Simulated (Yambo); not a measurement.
**Convergence of the G0W0 gap of Cs2O**

G0W0@PBEsol for Cs2O (space group R-3m, No. 166) in Yambo. Reference settings: 4×4×4 Γ-centred k mesh, 141 bands and a 7 Ry block in the screening, 141 bands in G with the Bruneval-Gonze terminator, plasmon pole fitted at 27.2 eV. The PBEsol gap L → Γ on this mesh is 0.96 eV; G0W0 gaps are taken between the same points.

| change from the reference | G0W0 gap L → Γ (eV) | shift of the valence edge (eV) |
|---|---|---|
| reference settings | 1.62 | -0.50 |
| 3 Ry block | 1.53 | -0.45 |
| 1 Ry block | 1.81 | -0.73 |
| 49 bands in G, no terminator | 1.25 | 0.20 |

The reference isn't shown to be the converged limit.

Geometry relaxed with PBEsol; primitive cell a = b = c = 7.2857 Å, α = β = γ = 32.71°.

A shift is the quasiparticle energy of the state minus its PBEsol energy.
